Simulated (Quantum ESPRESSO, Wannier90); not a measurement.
**Wannier functions of VBiO₄ (I4₁/a)**

```yaml
crystal:
  lattice:
    - [5.12211, 0.00000, 0.00000]
    - [0.00000, 5.12211, 0.00000]
    - [-2.56106, -2.56106, 5.79606]
  atoms:
    - { symbol: V, position: [0.50000, 0.50000, 0.00000] }
    - { symbol: V, position: [0.75000, 0.25000, 0.50000] }
    - { symbol: Bi, position: [0.00000, 0.00000, 0.00000] }
    - { symbol: Bi, position: [0.25000, 0.75000, 0.50000] }
    - { symbol: O, position: [0.56190, 0.17085, 0.84174] }
    - { symbol: O, position: [0.92089, 0.31190, 0.34174] }
    - { symbol: O, position: [0.27984, 0.67089, 0.84174] }
    - { symbol: O, position: [0.42085, 0.02984, 0.34174] }
    - { symbol: O, position: [0.68810, 0.57915, 0.65826] }
    - { symbol: O, position: [0.32911, 0.43810, 0.15826] }
    - { symbol: O, position: [0.97016, 0.07911, 0.65826] }
    - { symbol: O, position: [0.82915, 0.72016, 0.15826] }
```

Structure: Materials Project mp-23044, symmetrised, not relaxed again. COD (Crystallography Open Database) has the formula in 4 space groups, this one among them (matched by group alone). Level: PBEsol, no spin polarisation, no spin-orbit coupling; pw.x of Quantum ESPRESSO at 68 Ry with PseudoDojo potentials, 4×4×4 k-points, Wannier90. Density: 8×8×8 mesh, cold smearing 0.01 Ry. Spin-orbit coupling is left out although heavy elements are present.

postw90 (berry_task = kubo; independent particles, width 0.1 eV, no gap correction, excitons or local fields) prints σ_xx for one spin direction:

| ħω (eV) | Re σ (S/cm) | Im σ (S/cm) |
|---|---|---|
| 0.10 | 0 | -43 |
| 3.10 | 1110 | -1550 |
| 6.35 | 4360 | 608 |

Question: Work out the dielectric function, refractive index, reflectivity and absorption coefficient at these energies.

Answer: ε = 1 + iσ/(ε0 ω), so ε₂ = Re σ/(ε0 ω) and ε₁ = 1 − Im σ/(ε0 ω); ε0 ω = 134.5 S/cm × ħω in eV, and σ is doubled for both spins.
- 0.10 eV: ε₁ = 7.4, ε₂ = 0.0; n + ik = √ε = 2.72 + 0.00i; R = 21 %
- 3.10 eV: ε₁ = 8.4, ε₂ = 5.3; n + ik = √ε = 3.03 + 0.88i; R = 29 %; α = 2ωk/c = 280000 cm⁻¹
- 6.35 eV: ε₁ = -0.4, ε₂ = 10.2; n + ik = √ε = 2.21 + 2.31i; R = 43 %; α = 2ωk/c = 1500000 cm⁻¹
The model holds its own bands alone, so ε₁ lacks the part of higher transitions, and near sharp peaks it hangs on the broadening.
